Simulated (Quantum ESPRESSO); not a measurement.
# Where does F sit best among O sites?

These are calculations, not measurements. They come from pw.x of Quantum ESPRESSO 7.5, a plane-wave density functional program, with PseudoDojo standard norm-conserving files (v0.5 for PBE, v0.4.1 for LDA and PBEsol). The cells are made up: elements, strain and atom displacements were drawn at random, and nothing was relaxed. There is no spin polarisation, spin-orbit coupling or dispersion term.

The cell has 9 sites of a quartz lattice. Sites 1 to 3 hold Si Si Si; sites 4 to 9 hold N F X X X X. Cell vectors in Å: (5.019, 0.000, 0.000); (-2.509, 4.346, 0.000); (0.000, 0.000, 5.509). Settings: PBE, cutoff 1143 eV, 7 x 7 x 6 k mesh shifted by half a step, Fermi-Dirac smearing of 0.1 eV.

In each run one of the sites marked X holds F and the others hold O; cell and positions stay the same. E is the free energy of the cell.

| site of the guest | first shell | mean distance (Å) | E above the lowest (eV) | P (GPa) | force on the guest (eV/Å) |
| --- | --- | --- | --- | --- | --- |
| 6 | Si2 | 1.650 | 0.802 | 13.89 | 4.474 |
| 7 | Si2 | 1.594 | 1.487 | 13.09 | 2.977 |
| 8 | Si2 | 1.623 | 1.199 | 13.63 | 5.085 |
| 9 | Si2 | 1.661 | 0.000 | 13.14 | 2.308 |

A rerun of one of these cells at 1437 eV and k mesh 9 x 9 x 8 moved values by no more than 0.003 eV in the cell's energy, 0.02 GPa in stress and 0.002 eV/Å in force.

## Reading the table

Site 9 is lowest, by 0.802 eV, over three times the rerun's bound. A straight line of energy against the mean distance has a slope of -19.7 ± 6.3 eV/Å, so the guest costs less on the roomier sites. The positions are random and not relaxed, so the differences hold for this frozen cell and are not site preferences of a real crystal.